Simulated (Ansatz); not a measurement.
# SrCl2 (Fm-3m), an elastic constant from a strain scan

Theory: Ansatz 0.2.0, DFT r2SCAN, scalar-relativistic, plane waves, PAW. Settings: plane waves to 500 eV, k-mesh 6×6×6 (Γ-centred), Gaussian smearing 0.05 eV. No spin polarisation. Energies are free energies at this smearing, counted from the undisturbed cell; pressure is positive in compression.

The starting cell (as given, not relaxed at this level; it stands at 0.4 GPa, and it needn't be the usual structure):

```
Sr Cl
1.0
     0.00000    3.48550    3.48550
     3.48550    0.00000    3.48550
     3.48550    3.48550    0.00000
Sr Cl
1 2
Direct
  0.00000 0.00000 0.00000
  0.25000 0.25000 0.25000
  0.75000 0.75000 0.75000
```

The cell is strained by ε times the Voigt pattern (1, -1, 0, 0, 0, 0) (xx, yy, zz, yz, xz, xy; engineering shear) with fractional coordinates fixed. The cell holds 3 atoms in V0 = 84.69 Å³. The stress column is τ = (1/V0) dE/dε, got from the stress tensor σ (compression positive) at each point as −det(1 + εP) σ : P(1 + εP)⁻¹, with P the pattern as a tensor.

```
      ε  ΔE (meV/atom)  τ (GPa)
-0.0350         12.128   -3.967
-0.0300          8.889   -3.385
-0.0250          6.160   -2.810
-0.0200          3.934   -2.241
-0.0150          2.210   -1.677
-0.0100          0.981   -1.116
-0.0050          0.244   -0.557
 0.0000          0.000    0.000
 0.0050          0.244    0.557
 0.0100          0.981    1.116
 0.0150          2.210    1.677
 0.0200          3.934    2.241
 0.0250          6.160    2.810
 0.0300          8.889    3.385
 0.0350         12.128    3.967
 0.0400              ?        ?
```

**Question.** Which combination of elastic constants does this scan measure, and how large is it?

**Answer.** For small ε, τ = τ0 + Kε with K = pᵀCp, which for this pattern is 2(C11 − C12) in the cubic axes. The parabola through τ at ε = -0.0050, 0 and 0.0050 has slope K = 111 GPa at zero. The energies per cell, E = NΔE, of the same two points give K = 2[E(ε₊)/ε₊ − E(ε₋)/ε₋]/[(ε₊ − ε₋)V0] = 111 GPa, in agreement.

**Question.** Predict the withheld row at ε = 0.0400 from the harmonic law, and compare.

**Answer.** ΔE = V0(τ0 ε + Kε²/2)/N = 15.712 meV/atom and τ = 4.46 GPa. The calculation gives 15.882 meV/atom and 4.56 GPa, a miss of 1.1 % of the harmonic energy, so the harmonic law still holds here.